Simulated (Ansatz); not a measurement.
BaB$_{2}$Rh$_{2}$:
```yaml
crystal:
  lattice:
    - [-1.95471, 1.95471, 5.72057]
    - [1.95471, -1.95471, 5.72057]
    - [1.95471, 1.95471, -5.72057]
  atoms:
    - { symbol: Rh, position: [0.75000, 0.25000, 0.50000] }
    - { symbol: Rh, position: [0.25000, 0.75000, 0.50000] }
    - { symbol: Ba, position: [0.00000, 0.00000, 0.00000] }
    - { symbol: B, position: [0.31703, 0.31703, 0.00000] }
    - { symbol: B, position: [0.68297, 0.68297, 0.00000] }
```

Relaxed with r²SCAN.

Map the valence electron density (e/Å³), cut off at 1 on the plane through (0.750, 0.250, 0.500) spanned by u = [1, 1, 0] and v = [1, 0, 1] in lattice vectors, from the program Ansatz at the r²SCAN level (PAW).

x is the fraction of u, y of v (the angle between them is 90°; rows are the nearest grid lines); atoms in the plane: Rh at (0.00, 0.00), Rh at (0.50, 0.00), Ba at (0.75, 0.50), B at (0.07, 0.50), B at (0.43, 0.50).
```
|@@@@-.         .-@@@@@@-.         .-@@@@|
|@@@@-.         .-@@@@@@-.         .-@@@@|
|@@@@-.         .-@@@@@%:.         .:%@@@|
|@@@*:.         .:*@@@@+:    ...    :+@@@|
|@@@+:.         .:+@@@#-.  .:---:.  .-#@@|
|%%*=-.         .-=*%*-.. .:=#%#=:. ..-*%|
|+**+-:.       .:-+**-:.  .=%@@@%=.  .:-+|
|=*#*=:.       .:=*#*:.   :*@@@@@*:   .:=|
|=***+-.       .-+***:.   -@@@%@@@-   .:=|
|=*=-+-:       :-+-=*:.  .=@@#-#@@=.  .:=|
|=+-:==:.     .:==:-+:.  .=@@+.+@@=.  .:=|
|=*=-+-:       :-+-=*:.  .=@@#-#@@=.  .:=|
|=***+-.       .-+***:.   -@@@%@@@-   .:=|
|=*#*=:.       .:=*#*:.   :*@@@@@*:   .:=|
|+**+-:.       .:-+**-:.  .=%@@@%=.  .:-+|
|%%*=-.         .-=*%*-.. .:=#%#=:. ..-*%|
|@@@+:.         .:+@@@#-.  .:---:.  .-#@@|
|@@@*:.         .:*@@@@+:    ...    :+@@@|
|@@@@-.         .-@@@@@%:.         .:%@@@|
|@@@@-.         .-@@@@@@-.         .-@@@@|
|@@@@-.         .-@@@@@@-.         .-@@@@|
```
Scale: ten equal steps from 0.033 (start of ' ') to 1.00 (end of '@'), in the order ' .:-=+*#%@'; x runs from 0.000 to 1.00, y from 0.000 (bottom) to 1.00 (top).

The density is the valence pseudo-density with augmentation charge, so density and ELF within about 1 Å of a nucleus are not all-electron values.

Space group I4/mmm. The workflow started from an entry of the Crystallography Open Database (COD). Whether it is the stable phase at ambient conditions was not checked. Symmetry was held in the r²SCAN relaxation; its stability against distortions is not shown here. No spin polarisation was allowed. Scalar-relativistic: spin–orbit coupling is off unless named, which matters more the heavier the elements.

Potentials: the later of the program's two PAW sets.
